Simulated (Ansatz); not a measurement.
This run works on a proposed trial structure, not on a known crystal.

Input and command of a plane-wave DFT calculation in Ansatz:

```yaml
crystal:
  lattice:
    - [3.6710251335, 0.0105744805, 0.0236604488]
    - [0.0011865045, 6.1452538768, -0.1120913073]
    - [0.070802171, -1.1320442421, 30.6183800937]
  atoms:
    - { symbol: "Y", position: [0.2624527365, 0.5525763521, 0.7635234681] }
    - { symbol: "Y", position: [0.745806472, 0.0391722446, 0.7671358425] }
    - { symbol: "Y", position: [0.2579474255, 0.2463995504, 0.8573282876] }
    - { symbol: "Y", position: [0.7536538821, 0.7402790437, 0.8557645873] }
    - { symbol: "Y", position: [0.2588184347, 0.1820206962, 0.6740050826] }
    - { symbol: "Y", position: [0.7603532135, 0.6790112459, 0.6567689868] }
    - { symbol: "Y", position: [0.773510469, 0.4188162707, 0.0469456514] }
    - { symbol: "Y", position: [0.2291513841, 0.9304775388, 0.0495584349] }
    - { symbol: "Y", position: [0.2356644822, 0.5785810495, 0.9533885556] }
    - { symbol: "Y", position: [0.7625959167, 0.0623745484, 0.9475485648] }
    - { symbol: "Y", position: [0.240704884, 0.6329468295, 0.5541755828] }
    - { symbol: "Y", position: [0.7359692797, 0.1230705835, 0.5830441931] }
    - { symbol: "Y", position: [0.7506036691, 0.3619924528, 0.4457336863] }
    - { symbol: "Y", position: [0.2379080914, 0.8925411211, 0.4191125463] }
    - { symbol: "Y", position: [0.7894945107, 0.8135315598, 0.3251333964] }
    - { symbol: "Y", position: [0.2417957987, 0.3118161534, 0.3433467705] }
    - { symbol: "Y", position: [0.7459341158, 0.4352526169, 0.2385242] }
    - { symbol: "Y", position: [0.2731911086, 0.9411189942, 0.2369613683] }
    - { symbol: "Y", position: [0.7347485748, 0.7719630628, 0.142309678] }
    - { symbol: "Y", position: [0.2249430743, 0.264337558, 0.1402636248] }
    - { symbol: F, position: [0.2368089059, 0.6292453663, 0.4771434682] }
    - { symbol: F, position: [0.7603730616, 1.0103626551, 0.4613439456] }
    - { symbol: F, position: [0.7452572216, 0.3828490165, 0.5239006869] }
    - { symbol: F, position: [0.2423132877, -0.0007365101, 0.5370393912] }
basis:
  ecutwfc: 420
kpoints:
  mp_grid: { grid: [6, 4, 1] }
hamiltonian:
  xc: pbe
scf:
  occupations: { method: gaussian, width: 0.2 }
  lower_state_search: "off"
output:
  forces: true
  stress: true
  eigenvalues: true
relax:
  adjacent_minimum: "off"
  f_tol: 0.025
  max_steps: 60
  cell: { stress_tol: 0.25 }
```

```bash
ansatz run input.yaml --threads 1 --pin off --max-ram 2560MiB --backend cpu --events-out ev --progress --plain --runs-dir out
```

Processor: AMD EPYC 9R45 96-Core Processor (Zen 5), 1 thread, on a host shared with other jobs.

Problem. How long does it run, and how much memory does it take?

Solution. About 4.7 min, peak memory 1.6 GiB. It solves 149 bands at 14 k points (after reduction by symmetry) with about 13313 plane waves (on the last cell), in 51 SCF iterations over 5 ionic steps.
